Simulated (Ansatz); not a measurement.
Starting structure of a cell relaxation (symmetry kept):

```
CELL_PARAMETERS angstrom
-1.65556 1.65556 1.65556
1.65556 -1.65556 1.65556
1.65556 1.65556 -1.65556
ATOMIC_POSITIONS crystal
Nb 0.00000 0.00000 0.00000
```

Computed with DFT PBE+D3(BJ), scalar-relativistic, plane waves, PAW (Ansatz).

Cutoff 420 eV; k points 18×18×18 on the computed 1-atom cell (Γ-centred); Gaussian smearing, width 0.10 eV; no spin polarisation.

**Question.** What does it relax to?

**Answer.** The volume drops by 0.72 Å³/atom to 17.43 Å³/atom, and the energy falls by 15.6 meV/atom. Final structure:
```xyz
1
Lattice="-1.6332 1.6332 1.6332 1.6332 -1.6332 1.6332 1.6332 1.6332 -1.6332" Properties=species:S:1:pos:R:3 pbc="T T T"
Nb    0.0000    0.0000    0.0000
```

Cost: 1 run of about 0.17 core-minutes, on Arm Neoverse V2 (shared hosts).